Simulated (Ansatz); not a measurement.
# Ansatz 0.2.0, settings compared: Si

Run with:

```bash
ansatz run input.yaml --threads 1 --pin off --max-ram 2560MiB --backend cpu --events-out ev --progress --plain --runs-dir out
```

The input file (Ansatz 0.2.0, plane waves):

```yaml
crystal:
  lattice:
    - [0.0, 2.710592, 2.710592]
    - [2.710592, 0.0, 2.710592]
    - [2.710592, 2.710592, 0.0]
  atoms:
    - { symbol: Si, position: [0.0, 0.0, 0.0] }
    - { symbol: Si, position: [0.5, 0.0, 0.0] }
    - { symbol: Si, position: [0.0, 0.0, 0.5] }
    - { symbol: Si, position: [0.0, 0.5, 0.0] }
  symmetry: { tolerance: 0.0003 }
kpoints:
  mp_grid: { grid: [6, 6, 6], shift: [0, 0, 0] }
magnetization:
  spin_polarized: false
scf:
  occupations: { method: fermi_dirac }
hamiltonian:
  pseudopotentials: { kind: paw }
  xc: pbe
basis:
  ecutwfc: 420
output:
  forces: true
  stress: true
  eigenvalues: true
```

Origin of the cell: a known structure type with other elements, at an estimated volume, so it need not be a known compound.

The smearing width isn't typed, so it takes its default of 0.1 eV.

Output of this run (shortened):

```
Pseudopotentials: kind: paw
Pseudopotential: Si, paw, valence charge 4, recommended cutoff 420 eV (normal), Si.paw.azcp
Functional definition: PBE
  exchange = pbe_x(kappa = kappa, mu = beta*pi^2/3)
  correlation = pbe_c(beta = beta)
Crystal: 4 atoms, lattice volume = 39.831 Å³
Basis set: ecut = 420 eV, 749 PW (Γ), exchange–correlation on 54×54×54 points (8 copies of the dense FFT grid, shifted against one another)
Bands: 12, of which v1, the nominal top of the filled ones, is band 8 counted from 1 (7 counted from 0)
Symmetry: 48 space group operations
Space group: Fd-3m (ITA 227), of the structure as read, at distance tolerance 1.0e-3 Å
k-points: 16 of 216
Initial density: superposition of atomic densities (neutral atoms: chi_scale 0, normalization atom), corrected by the library's trained network
Functional: x = pbe(κ = 0.804, μ = 0.219515), c = pbe(β = 0.066725)
SCF iter   1: F=—  HF=-2520.929189 eV  Δρ=1.35e-2  dr2=1.00e-1
SCF iter   2: F=—  HF=-2520.912492 eV  Δρ=7.64e-3  dr2=3.39e-2
SCF iter   3: F=—  HF=-2520.908392 eV  Δρ=1.43e-3  dr2=1.07e-3
SCF iter   4: F=—  HF=-2520.908920 eV  Δρ=4.27e-4  dr2=5.51e-5
SCF iter   5: F=—  HF=-2520.908896 eV  Δρ=4.24e-5  dr2=4.73e-7
SCF iter   6: F=-2520.908897 eV  HF=-2520.908897 eV  Δρ=8.23e-6  dr2=2.13e-8
SCF 1 converged in 6 iterations: F = -2520.908897 eV  dr2 = 2.13e-8
SCF converged after 6 iterations
Free energy (F): -2520.908897 eV
Harris-Foulkes:  -2520.908897 eV  (|F-HF|=9.99e-9)
Internal energy: -2520.869721 eV  (E = F + TS)
E sigma→0 (E₀):  -2520.889309 eV
Entropy (-TS):   -0.039176 eV (-9.794 meV/atom)
Fermi energy:    15.087315 eV
--- Per-component energies (eV) ---
  E_band       = 123.975970
  E_kinetic    = 239.658200
  E_local      = -89.206650  (includes V_loc(G=0)·N_el)
  E_nonlocal   = 137.092404
  E_hartree    = 38.113358
  E_xc         = -251.066124
  E_vxc        = -225.504116  (∫ρ·V_xc dr)
  E_paw        = -2057.218671  (= ΣΔE_a)
  E_vpaw       = -14.291530  (= ΣTr[D̂ρ^β])
  E_aug_tail   = 0.000031  (compensation charges beyond the density's cutoff)
  E_ewald      = -538.242268
  E_smearing   = -0.039176  (= −TS)
  Σ components = -2520.908897   (vs F -2520.908897, Δ=0.00e0)
--- Forces (eV/Å), atoms counted from 1 ---
  atom   1  Si     0.000000     0.000000     0.000000
  atom   2  Si    -0.000000     0.000000     0.000000
  atom   3  Si    -0.000000    -0.000000     0.000000
  atom   4  Si    -0.000000    -0.000000    -0.000000
  max |Σ_I F_I| component: 0.0 eV/Å
--- Stress (GPa, compression-positive) ---
      260.167736       0.000000       0.000000
        0.000000     260.167736      -0.000000
        0.000000      -0.000000     260.167736
  P = ⅓ Tr σ = 260.1677 GPa (2601.677 kbar)
```

The same input was run again with these changes:

1. `scf.n_extra_bands` default → 4; `basis.ecutrho_ratio` default → 6
2. `scf.convergence.dr2_threshold` default → 0.0001; `scf.occupations.method` fermi_dirac → methfessel_paxton; `scf.occupations.width` default → 0.1; `scf.lower_state_search` default → "off"
3. `basis.xc_grid` default → 2
4. `basis.ecutwfc` 420 → "450 eV"; `scf.eigensolver.kind` default → davidson; `accuracy` default → medium

```csv
run,end,SCF iterations,P (GPa),max force component (eV/Å),gap on mesh (eV),moment (μB),ΔE(σ→0) (meV/atom)
base,converged,6,260.17,0.000,none,–,0
1,converged,6,260.17,0.000,none,–,0.00
2,converged,5,260.15,0.000,none,–,0.60
3,converged,6,260.17,0.000,none,–,0.00
4,converged,7,260.16,0.000,none,–,-0.19
```

Energies are compared only where functional, datasets, charge and starting cell are the same.

Caveats of the base run: the given cell is far from equilibrium, with atoms too close or a volume far off; the k mesh is coarse if the cell is a metal.

Run 2: the SCF threshold is loose for forces.

The base run ran for 0.79 s on 1 thread of Arm Neoverse V1, on a shared host, peak memory 0.26 GiB, from the program's own first density.
